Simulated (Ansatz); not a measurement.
The relaxed structure here is a generated cell of MgO: the first start was made by a random draw of sites in a space group, and the end was not matched to a known phase here, so it may be hypothetical. Known forms of MgO include space group No. 225.

The end point of a relaxation of MgO. Space group Cccm (No. 66). Method: PBE (plane waves to 420 eV, PAW, scalar-relativistic; Ansatz, a quantum-chemistry and plane-wave program).

Space group Cccm (No. 66); a = 3.205 Å, b = 5.150 Å, c = 5.419 Å, α = 90.00°, β = 90.00°, γ = 90.00°

| atom | site | symmetry | x | y | z |
|---|---|---|---|---|---|
| Mg | 4e | ..2/m | 0.2500 | 0.2500 | 0.0000 |
| O | 4a | 222 | 0.0000 | 0.0000 | 0.2500 |
(The calculation used a cell of 4 atoms; values per cell refer to that cell.)

| Quantity | Value |
|---|---|
| Volume per atom | 11.18 Å³ |
| Band gap | 2.12 eV, indirect (valence top at k = (0.25, 0.3333, 0), conduction bottom at Γ) (no spin-orbit coupling) |
| Smallest direct gap | 2.22 eV at Γ |
| Shortest distances | Mg–O 2.03 Å; O–O 2.71 Å; Mg–Mg 3.03 Å |
| k-mesh | 12×12×6 |

Band energies at high-symmetry points (eV from the VBM; labels of this space group; no spin-orbit coupling), from −5 eV up to 3.9 eV:

```csv
point,energies
Γ,-4.74 -0.66 -0.50 -0.46 -0.22 -0.10 2.12
Y,-4.32 -3.23 -2.89 -1.45 -0.64 -0.07
C0,-3.52 -3.15 -3.03 -2.34 -1.69 -0.01
Σ0,-3.52 -3.15 -3.03 -2.34 -1.69 -0.01
Z,-2.90 -2.90 -0.58 -0.58 -0.29 -0.29
A0,-2.98 -2.98 -2.42 -2.42 -1.74 -1.74
E0,-2.98 -2.98 -2.42 -2.42 -1.74 -1.74
T,-3.68 -3.68 -1.83 -1.83 -1.06 -1.06
```

No spin polarisation in the result.

The run could not lose the symmetry of its start, so the end can be a saddle point.
